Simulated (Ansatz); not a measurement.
The cell of Si₃O₈ is invented: 5-, 6-connected net, bridging atoms on its edges (P4/mbm, No. 127). Lengths were set from tabulated atomic sizes, so they are only a guess.

Space group P4/mbm (No. 127). a = 9.011 Å, b = 9.011 Å, c = 3.571 Å, α = 90.00°, β = 90.00°, γ = 90.00°
```tsv
atom	site	symmetry	x	y	z
Si	2a	4/m..	0.5000	0.5000	0.0000
Si	4g	m.2m	0.8632	0.6368	0.0000
O	2b	4/m..	0.5000	0.5000	0.5000
O	8i	m..	0.6816	0.5684	0.0000
O	4h	m.2m	0.8632	0.6368	0.5000
O	2d	m.mm	0.0000	0.5000	0.0000
```

Theory: Ansatz, DFT PBE, scalar-relativistic, plane waves, PAW. Cutoff 420 eV, Gaussian smearing, Γ-centred meshes. Cell and atoms relax first on a coarse mesh and then on a finer one. In between, the cell is made exact in the group found at 0.06 Å. In metals the finer mesh still leaves noise of several meV/atom or more. The steps can't lower the symmetry of their start. Collinear spin is switched on along the way, since trial moments persisted in a coarse test.

A guess keeps its type if space group and coordination stay and the shape of the cell changes little (axis ratios within about 15 %, angles within 6°); the volume may change.

Question: Does it keep its structure type, or change into something else?

Answer: It keeps its type. The symmetry stays P4/mbm (No. 127). The volume per atom shrinks by 9.3 %, from 13.2 to 12.0 Å³. The shortest distance goes from 1.74 Å (Si–O) to 1.65 Å (Si–O). The ratio c/a of the conventional cell changes by a factor of 1.00. Counting neighbours within 15 % of an atom's shortest distance, the start has O 2, Si 5/6 and the end O 2, Si 5/6.

The last run used collinear spin, a 6×6×12 mesh (in the run's order of axes) for its 22-atom cell and Gaussian smearing of 0.10 eV. The magnetic state reached may not be the lowest. A structure relaxed within its symmetry needn't be a true minimum.

In counts of neighbours, a slash parts the counts of unlike sites.
